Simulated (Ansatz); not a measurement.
MnSi: from a starting cell to a relaxed one

The start is a relaxed MnSi cell with every coordinate shifted by Gaussian noise of σ = 0.3 Å. Cell shape, volume and atoms are optimised at zero target pressure with r2SCAN (plane waves to 500 eV, PAW, scalar-relativistic; Ansatz, an electronic-structure program). The first steps use a coarse 5×5×5 k-mesh.

The start:
```
MnSi
1.0
    4.56029     0.00000     0.00000
    0.00000     4.56029     0.00000
    0.00000     0.00000     4.56029
Mn Si
4 4
Direct
  0.11945   0.14632   0.18448
  0.70872   0.39783   0.88736
  0.83819   0.62583   0.29058
  0.33274   0.91758   0.63718
  0.79533   0.90377   0.71864
  0.40370   0.63304   0.09907
  0.13092   0.31795   0.73856
  0.65418   0.09391   0.32808
```
Spin-polarised start, with parallel moments on Mn.

**Question.** What pressure does the first self-consistent step give?

**Answer.** +26 GPa (positive: the cell is compressed).

**Question.** Which atoms feel the largest initial force, and how large is it?

**Answer.** About 7.4 eV/Å, on Si6 (atoms numbered as listed).

**Question.** By how much does the energy per atom fall from start to end?

**Answer.** 0.80 eV/atom.

**Question.** Does it find its way back to the structure it was made from?

**Answer.** The parent structure is recovered, P2₁3 (No. 198).

**Question.** How do the shortest distances between atoms change?

**Answer.** The closest pairs of elements (up to four, under 3.6 Å), start → end: Mn–Si 2.00 → 2.32 Å; Si–Si 2.08 → 2.82 Å; Mn–Mn 2.19 → 2.80 Å.

**Question.** What magnetic moments remain?

**Answer.** Net 1.01 μB/atom, ferromagnetic.

Relaxed structure:

```cif
data_Mn4Si4
_chemical_formula_sum 'Mn4 Si4'
_space_group_name_H-M_alt 'P213'
_space_group_IT_number 198
_space_group_name_Hall 'P 2ac 2ab 3'
_cell_length_a 4.56029
_cell_length_b 4.56029
_cell_length_c 4.56029
_cell_angle_alpha 90.000
_cell_angle_beta 90.000
_cell_angle_gamma 90.000
loop_
_atom_site_label
_atom_site_type_symbol
_atom_site_symmetry_multiplicity
_atom_site_Wyckoff_symbol
_atom_site_fract_x
_atom_site_fract_y
_atom_site_fract_z
_atom_site_occupancy
Mn1 Mn 4 a 0.13909 0.13909 0.13909 1
Si1 Si 4 a 0.84525 0.84525 0.84525 1
```

Final values are on a 10×10×10 k-mesh of the relaxed cell. Spin state reached: ferromagnetic (net 1.01 μB/atom), from parallel starting moments; other spin orders were not run from this start. r2SCAN tends to overstate moments in metals.
